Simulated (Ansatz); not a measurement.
# Relaxing molybdenum (diamond)

Computed with DFT, r2SCAN, plane waves (500 eV) with PAW, scalar-relativistic in Ansatz. (PAW data from PBE, frozen cores regenerated.)

k-point mesh 10×10×10, Fermi-Dirac smearing 0.1 eV, no spin polarisation. Cell and atoms relax.

Starting structure:

```yaml
crystal:
  lattice:
    - [0.0, 2.7608283082, 2.7608283082]
    - [2.7608283082, 0.0, 2.7608283082]
    - [2.7608283082, 2.7608283082, 0.0]
  atoms:
    - { symbol: Mo, position: [0.125, 0.125, 0.125] }
    - { symbol: Mo, position: [0.875, 0.875, 0.875] }
hamiltonian:
  xc: r2scan
  pseudopotentials:
    kind: paw
    azcp:
      Mo: "pseudopotentials/Mo.paw.azcp"
basis:
  ecutwfc: 500
  fft_grid_basis: typed
kpoints:
  mp_grid: { grid: [10, 10, 10], shift: [0, 0, 0] }
magnetization:
  spin_polarized: false
scf:
  occupations: { method: fermi_dirac, width: 0.1 }
relax:
  max_steps: 60
  f_tol: 0.01
  cell: {}
output:
  write_density: true
  write_potential: true
  elf: true
  volumetric_format: npy
```

What cell does the relaxation end in?

Fd-3m with a = 5.651 Å; 22.56 Å³ per atom against 21.04 at the start (7.2 %).

How much energy does the relaxation gain?

39.5 meV per atom.
